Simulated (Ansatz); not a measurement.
Ti2BiN in space group P6_3/mmc (No. 194; Ti on 4f, Bi on 2c, N on 2a) under volume change, DFT-PBE in the program Ansatz with PAW potentials, shape and atoms relaxed at each volume.

```tsv
V (Å³/atom)	E − E(relaxed) (meV/atom)	P (GPa)
14.230	57.4	14.39
14.699	(withheld)	(withheld)
15.168	5.6	3.94
15.637	0.0	0.01
16.106	4.7	-3.09
16.575	(withheld)	(withheld)
17.045	37.3	-7.74
```

Q: Some entries are withheld; supply them.

A: 
- 16.575, E − E(relaxed) (meV/atom): 17.6
- 16.575, P (GPa): -5.64
- 14.699, E − E(relaxed) (meV/atom): 23.9
- 14.699, P (GPa): 8.70

Q: What does a third-order Birch–Murnaghan fit give for V₀, B₀ and B′?

A: V₀ = 15.65 Å³/atom, B₀ = 116 GPa, B′ = 5.8.

The start of the workflow was typed in or built on a structure type; neither database checked (COD, Materials Project) lists it. Whether it is the stable phase at ambient conditions was not checked. Symmetry was held in the PBE relaxation; its stability against distortions is not shown here. The workflow began spin-polarised and lost its moments. Spin–orbit coupling is left out wherever it is not named.

Potentials: the later of the program's two PAW sets.
